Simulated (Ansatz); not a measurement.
NiAsRh: course of a relaxation

Computed with Ansatz, DFT PBEsol, scalar-relativistic, plane waves, PAW. Settings: 420 eV cutoff, 10×10×6 k-mesh, Gaussian smearing of 0.10 eV, no spin polarisation.

What was changed: uniaxial strain along a, with b, c and atoms relaxed: -3.0 %.

Command:

```bash
ansatz run input.yaml --threads 1 --pin off --max-ram 2560MiB --backend cpu --events-out ev --progress --plain --runs-dir out
```

Input:

```yaml
crystal:
  lattice:
    - [3.4512763231, 0.0, 0.0]
    - [0.0, 3.5847019541, 0.0]
    - [0.0, 0.0, 6.1488831111]
  atoms:
    - { symbol: Ni, position: [0.0, 0.0, 0.0011567058] }
    - { symbol: Ni, position: [0.5, 0.5, -0.0011567058] }
    - { symbol: As, position: [0.0, 0.5, 0.2520716722] }
    - { symbol: As, position: [0.5, 0.0, 0.7479283278] }
    - { symbol: Rh, position: [0.0, 0.5, 0.6379961708] }
    - { symbol: Rh, position: [0.5, 0.0, 0.3620038292] }
basis:
  ecutwfc: 420
kpoints:
  mp_grid: { grid: [10, 10, 6] }
hamiltonian:
  xc: pbesol
scf:
  occupations: { method: gaussian, width: 0.1 }
output:
  forces: true
  stress: true
  eigenvalues: true
relax:
  adjacent_minimum: "off"
  f_tol: 0.008
  max_steps: 40
  cell: { stress_tol: 0.015, fix: [a, angles] }
```

F is the free energy. Steps run on the plane waves of an earlier cell, but the last one, and at times one on the way, on a freshly chosen basis, so a repeated geometry can differ a little in energy. The held parts of the cell keep their stress, so P needn't end at zero.

Steps:

| step | F − F(1) (eV) | largest force component (eV/Å) | V (Å³/atom) | P (GPa) |
| --- | --- | --- | --- | --- |
| 1 | 0.0000 | 0.104 | 12.679 | 3.20 |
| 2 | -0.0045 | 0.080 | 12.762 | 1.72 |
| 3 | -0.0051 | 0.017 | 12.783 | 1.40 |
| 4 | -0.0051 | 0.007 | 12.783 | 1.39 |
| 5 | -0.0051 | 0.005 | 12.783 | 1.40 |
| 6 | -0.0051 | 0.000 | 12.782 | 1.41 |
| 7 | -0.0054 | 0.000 | 12.782 | 1.40 |

Relaxed structure:

```cif
data_structure
_symmetry_space_group_name_H-M 'P 1'
_symmetry_Int_Tables_number 1
_cell_length_a 3.4513
_cell_length_b 3.6135
_cell_length_c 6.1497
_cell_angle_alpha 90.000
_cell_angle_beta 90.000
_cell_angle_gamma 90.000
_cell_volume 76.69
loop_
_atom_site_label
_atom_site_type_symbol
_atom_site_fract_x
_atom_site_fract_y
_atom_site_fract_z
_atom_site_occupancy
Ni1 Ni 0.00000 0.00000 0.00246 1
Ni2 Ni 0.50000 0.50000 0.99754 1
As1 As 0.00000 0.50000 0.25250 1
As2 As 0.50000 0.00000 0.74750 1
Rh1 Rh 0.00000 0.50000 0.63751 1
Rh2 Rh 0.50000 0.00000 0.36249 1
```

Symmetry: Pmmn, No. 59, orthorhombic system. The conventional cell has a = 3.451 Å, b = 3.614 Å, c = 6.150 Å, α = 90.00°, β = 90.00°, γ = 90.00°. Ni (site symmetry mm2) is surrounded by 4 As at 2.33 to 2.37 Å and 4 Ni at 2.50 Å. As (site symmetry mm2) is surrounded by 4 Ni at 2.33 to 2.37 Å and 5 Rh at 2.37 to 2.59 Å. Rh (site symmetry mm2) is surrounded by 5 As at 2.37 to 2.59 Å.

The run converged. It took 3.6 min on 1 thread of Arm Neoverse V2, with other jobs on the host, peak memory 0.73 GiB.